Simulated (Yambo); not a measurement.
A G0W0@PBEsol run in Yambo for GaP (zinc blende, space group F-43m, No. 216) under isotropic strain of +1 % on all lattice vectors (4×4×4 Γ-centred k mesh, 151 bands and a 14 Ry block in the screening, 151 bands in G with the Bruneval-Gonze terminator, plasmon pole fitted at 27.2 eV) gives these matrix elements, in eV, at the band edges (Γ → L):

| state | E0 | <Vxc> | <Σx> | <Σc(E0)> | Z |
|---|---|---|---|---|---|
| valence edge | 0.000 | -12.663 | -14.437 | 0.862 | 0.783 |
| conduction edge | 1.508 | -11.464 | -7.422 | -4.081 | 0.795 |

Question: Solve the linearised quasiparticle equation for both states, give the gap, and say how exchange and correlation each act on it.

Answer: E = E0 + Z(Σx + Σc − Vxc). Valence: 0.000 + 0.783 × (-14.437 + (0.862) − (-12.663)) = -0.71 eV. Conduction: 1.508 + 0.795 × (-7.422 + (-4.081) − (-11.464)) = 1.48 eV. The gap is 2.19 eV, against 1.51 eV in PBEsol. Replacing Vxc by bare exchange alone would open it by 5.82 eV; correlation takes back 4.94 eV of that, and Z scales what is left. Convergence of the G0W0 settings was not tested. Among the k points computed, the smallest G0W0 gap is 2.15 eV, Γ → Γ. Spin-orbit splittings are left out.

The standard potential for Ga keeps a d shell in the valence without the s and p states of that shell. In tests on such compounds this moved G0W0 gaps by up to about 0.9 eV, so absolute quasiparticle energies here are unreliable; differences between settings are what counts.

Geometry strained from the cell relaxed with PBEsol, atoms relaxed again; primitive cell a = 3.8851 Å, b = 3.8851 Å, c = 3.8851 Å, α = 60.00°, β = 60.00°, γ = 60.00°.
